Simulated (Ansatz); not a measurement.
A geometry of SiS$_{2}$ away from equilibrium: the start of the relaxation of a relaxed SiS2 cell, doubled along one cell vector, shaken by Gaussian noise of σ = 0.08 Å a coordinate. Calculation: r2SCAN (plane waves to 500 eV, PAW, scalar-relativistic; Ansatz, an electronic-structure program). Γ-centred k-mesh 6×6×4 on the run's cell (coarser than for final values), Fermi–Dirac smearing 0.05 eV.

```xyz
12
Lattice="-2.3632 2.3632 5.0691 2.3632 -2.3632 5.0691 4.7265 4.7265 -10.1381" Properties=species:S:1:pos:R:3 pbc="T T T"
Si     0.1411     0.0099     5.0871
Si     2.2979     2.4120    -0.0090
Si     2.4202     0.0233     2.5714
Si     4.6444     2.3373    -2.6783
S     -0.0022     0.0752     2.9439
S      2.3619     2.3069    -2.1429
S      2.3764    -0.1245     0.4187
S      4.8248     2.2977    -4.7632
S      2.2485     0.0094     4.6641
S      4.6135     2.3869    -0.3104
S      0.0565     0.0265     7.2769
S      2.3789     2.4377     2.1719
```

**Question.** Predict the force on each atom, in eV/Å.

**Answer.** 
```tsv
atom	Fx	Fy	Fz
Si1	-1.64	0.35	0.37
Si2	1.29	-0.48	0.49
Si3	-0.47	-0.13	-1.16
Si4	0.66	0.51	2.84
S5	-0.35	-0.12	-0.32
S6	-1.26	0.18	-0.42
S7	-0.29	1.61	-0.10
S8	-0.47	1.06	-0.40
S9	2.43	-0.11	0.86
S10	0.37	-0.38	-1.35
S11	-0.14	-1.47	-0.58
S12	-0.12	-1.03	-0.23
```

**Question.** What is the pressure?

**Answer.** +1.3 GPa, compression positive.

**Question.** How much energy per atom can still be gained by relaxing?

**Answer.** 0.50 eV/atom; the path ends in Ibam (No. 72) (AFLOW prototype A2B_oI12_72_j_a (C42, as in SiS2)).

No spin polarisation in the result. No dispersion correction is included, so spacings between layers, chains or molecules are soft and tend to come out too large.

Of the parent cell (I4₁/amd (No. 141)): it is a generated cell of SiS2: the first start was made by placing the elements on the sites of a structure type, and the end was not matched to a known phase here, so it may be hypothetical.
